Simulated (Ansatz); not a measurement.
## Relaxing a structure of Bi₂Te₃

The start is a generated trial cell of Bi2Te3 in the AFLOW prototype A3B2_hP5_164_ad_d (D5_13, as in Al3Ni2). The cell and all atomic positions are relaxed at zero pressure with r2SCAN (plane waves to 500 eV, PAW, scalar-relativistic; Ansatz, a program for electronic structure). The first steps use a coarse 5×5×4 k-mesh.

The start:
```
Bi2Te3
1.0
    5.51069     0.00000     0.00000
   -2.75534     4.77240     0.00000
    0.00000     0.00000     6.69047
Te Bi
3 2
Cartesian
  0.00000   0.00000   0.00000
  0.00000   3.18160   4.33543
  2.75534   1.59080   2.35505
  0.00000   3.18160   0.99688
  2.75534   1.59080   5.69359
```

```yaml
largest_initial_force: 0.66 eV/Å, on Bi4, Bi5 (atoms numbered as listed)
outcome: The space group stays P-3m1 (No. 164) (the run could not lower it), with 5 atoms in the primitive cell
energy_released: 0.46 eV/atom
volume_change: +5.4 %, from 35.19 to 37.09 Å³/atom
Shortest distances (start → end): "The closest pairs of elements (up to four, under 3.6 Å), start → end: Bi–Te 3.33 → 3.07 Å"
band_gap_at_the_end: 1.02 eV, direct at Γ (no spin-orbit coupling)
optimiser_moves: 27
```

Final structure:

Space group P-3m1 (No. 164); a = b = 4.409 Å, c = 11.016 Å, α = β = 90.00°, γ = 120.00°

```json
[
 {"atom": "Te", "site": "1a", "symmetry": "-3m.", "x": "0.0000", "y": "0.0000", "z": "0.0000"},
 {"atom": "Te", "site": "2d", "symmetry": "3m.", "x": "0.6667", "y": "0.3333", "z": "0.3420"},
 {"atom": "Bi", "site": "2d", "symmetry": "3m.", "x": "0.3333", "y": "0.6667", "z": "0.1868"}
]
```

Final values are on a 9×9×3 k-mesh of the relaxed cell. No spin polarisation in the result. Without spin-orbit coupling the bands of the heavy element are not split, so the gap can be far off.

The run could not lose the symmetry of its start: the end is stationary, and may be a saddle point rather than a minimum.

The relaxed structure here is a generated cell of Bi2Te3: the first start was made by placing the elements on the sites of a structure type, and the end was not matched to a known phase here, so it may be hypothetical. Known forms of Bi2Te3 include space group No. 166.
